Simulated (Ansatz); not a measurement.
Name crystals whose computed values (PBEsol in the plane-wave PAW code Ansatz) fall in these windows: Θ_D (K) 160 to 200; gap (eV) 0.079 to 0.11.



```tsv
crystal	Θ_D (K)	gap (eV)
CdTe, P6_222 (Cd on 3c, Te on 3d)	174	0.10
```
Others may fit too.

Typed or built starts, not in the databases checked: CdTe, P6_222 (Cd on 3c, Te on 3d). Not the usual ambient phase: CdTe, P6_222 (Cd on 3c, Te on 3d). The cell was relaxed under the symmetry of its start. Scalar-relativistic: spin–orbit coupling is off unless named, which matters more the heavier the elements.

Potentials: the later of the program's two PAW sets.
